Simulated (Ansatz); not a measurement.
**Antifluorite alloy of Li2S and Na2S (24 of 64 Li sites exchanged), 96 atoms**

Ansatz, PAW, plane waves. PBEsol relaxation of volume and atoms (shape held) at the single k point (¼, ¼, ¼) without its symmetry partners; single points on the relaxed atoms at the single k point (¼, ¼, ¼) without its symmetry partners, onto which points of the small cell's zone fold. Arrangement: quasirandom. No spin–orbit coupling unless named.

Relaxed structure:

```cif
data_structure
_symmetry_space_group_name_H-M 'P 1'
_symmetry_Int_Tables_number 1
_cell_length_a 12.0643
_cell_length_b 12.0643
_cell_length_c 12.0643
_cell_angle_alpha 90.000
_cell_angle_beta 90.000
_cell_angle_gamma 90.000
_cell_volume 1755.92
loop_
_atom_site_label
_atom_site_type_symbol
_atom_site_fract_x
_atom_site_fract_y
_atom_site_fract_z
_atom_site_occupancy
Li1 Li 0.37805 0.10851 0.13237 1
Li2 Li 0.38325 0.11949 0.61677 1
Li3 Li 0.36150 0.63417 0.63141 1
Li4 Li 0.86718 0.13642 0.61684 1
Li5 Li 0.86347 0.63533 0.14769 1
Li6 Li 0.87424 0.62386 0.62775 1
Li7 Li 0.12506 0.37145 0.13054 1
Li8 Li 0.08887 0.40949 0.65617 1
Li9 Li 0.62654 0.36897 0.62023 1
Li10 Li 0.62269 0.88175 0.62594 1
Li11 Li 0.13377 0.12038 0.37533 1
Li12 Li 0.11225 0.62925 0.38785 1
Li13 Li 0.13013 0.62187 0.87214 1
Li14 Li 0.62900 0.12440 0.37881 1
Li15 Li 0.63283 0.14066 0.85690 1
Li16 Li 0.63245 0.63793 0.87506 1
Li17 Li 0.12170 0.63086 0.62460 1
Li18 Li 0.62306 0.12830 0.61995 1
Li19 Li 0.62616 0.62818 0.11829 1
Li20 Li 0.38274 0.35607 0.38062 1
Li21 Li 0.37255 0.86725 0.37400 1
Li22 Li 0.37336 0.87623 0.87188 1
Li23 Li 0.87357 0.37620 0.37650 1
Li24 Li 0.87539 0.37188 0.86420 1
Li25 Li 0.87702 0.87814 0.37681 1
Li26 Li 0.35402 0.34268 0.15564 1
Li27 Li 0.37684 0.86475 0.12100 1
Li28 Li 0.38120 0.88100 0.62462 1
Li29 Li 0.86367 0.37736 0.61971 1
Li30 Li 0.87423 0.87654 0.13282 1
Li31 Li 0.38259 0.11172 0.37648 1
Li32 Li 0.38665 0.63867 0.87284 1
Li33 Li 0.87881 0.12844 0.37414 1
Li34 Li 0.86671 0.12984 0.86536 1
Li35 Li 0.87252 0.62659 0.38675 1
Li36 Li 0.13225 0.37938 0.88355 1
Li37 Li 0.12467 0.87642 0.37433 1
Li38 Li 0.62657 0.36894 0.37967 1
Li39 Li 0.63411 0.38297 0.86141 1
Li40 Li 0.60508 0.89433 0.86432 1
Na1 Na 0.37715 0.60587 0.11858 1
Na2 Na 0.87313 0.13247 0.12303 1
Na3 Na 0.12607 0.86936 0.12484 1
Na4 Na 0.12642 0.87908 0.61797 1
Na5 Na 0.61812 0.37874 0.12115 1
Na6 Na 0.62545 0.87557 0.12717 1
Na7 Na 0.12310 0.12984 0.87409 1
Na8 Na 0.62262 0.62344 0.37506 1
Na9 Na 0.12554 0.12219 0.13466 1
Na10 Na 0.12583 0.13561 0.61936 1
Na11 Na 0.12440 0.61907 0.12976 1
Na12 Na 0.62574 0.12362 0.11706 1
Na13 Na 0.62013 0.62085 0.62616 1
Na14 Na 0.38262 0.38547 0.87916 1
Na15 Na 0.86268 0.86978 0.87226 1
Na16 Na 0.36343 0.36942 0.62517 1
Na17 Na 0.87742 0.37843 0.12020 1
Na18 Na 0.87758 0.88281 0.62359 1
Na19 Na 0.38234 0.13208 0.87303 1
Na20 Na 0.37089 0.61079 0.37599 1
Na21 Na 0.87853 0.61339 0.88153 1
Na22 Na 0.12704 0.37041 0.39781 1
Na23 Na 0.12683 0.87274 0.86812 1
Na24 Na 0.62530 0.87359 0.37805 1
S1 S 0.98929 0.99824 0.99723 1
S2 S 0.99825 0.00797 0.48296 1
S3 S 0.01571 0.48705 0.99232 1
S4 S 0.99178 0.50804 0.50975 1
S5 S 0.49000 0.99134 0.99799 1
S6 S 0.50116 0.00097 0.50591 1
S7 S 0.52198 0.51806 0.97944 1
S8 S 0.50261 0.48039 0.49765 1
S9 S 0.25240 0.25712 0.01109 1
S10 S 0.26862 0.22793 0.48657 1
S11 S 0.26043 0.74628 0.98902 1
S12 S 0.24878 0.74603 0.49795 1
S13 S 0.74875 0.25356 0.97558 1
S14 S 0.75008 0.25012 0.49563 1
S15 S 0.75335 0.74139 0.01362 1
S16 S 0.75825 0.74904 0.50398 1
S17 S 0.26175 0.99071 0.25859 1
S18 S 0.26522 0.00016 0.74205 1
S19 S 0.24959 0.47802 0.25196 1
S20 S 0.23948 0.51065 0.74776 1
S21 S 0.76004 0.00270 0.26047 1
S22 S 0.73800 0.01171 0.74554 1
S23 S 0.75690 0.50187 0.25710 1
S24 S 0.75364 0.49095 0.74362 1
S25 S 0.99880 0.25213 0.26411 1
S26 S 0.98779 0.25977 0.74394 1
S27 S 0.99168 0.74863 0.26474 1
S28 S 0.00262 0.73638 0.74443 1
S29 S 0.49596 0.24022 0.25748 1
S30 S 0.51564 0.25095 0.74153 1
S31 S 0.49014 0.75014 0.24624 1
S32 S 0.49693 0.76119 0.75002 1
```

What are the mean bond lengths by pair (pairs within 1.2 times the sum of covalent radii, less contacts 15 % beyond the pair's median; cation–cation pairs of compounds aside; long ionic contacts are cut short by that bound)?

Li–S 2.537 ± 0.094 Å (standard deviation, 152 bonds); Na–S 2.700 ± 0.053 Å (standard deviation, 96 bonds).

What gap lies between the top filled and the lowest empty level in the single points?

r²SCAN 4.30 eV (7.8 s on NVIDIA GB300). Away from Γ this isn't the crystal's band gap.
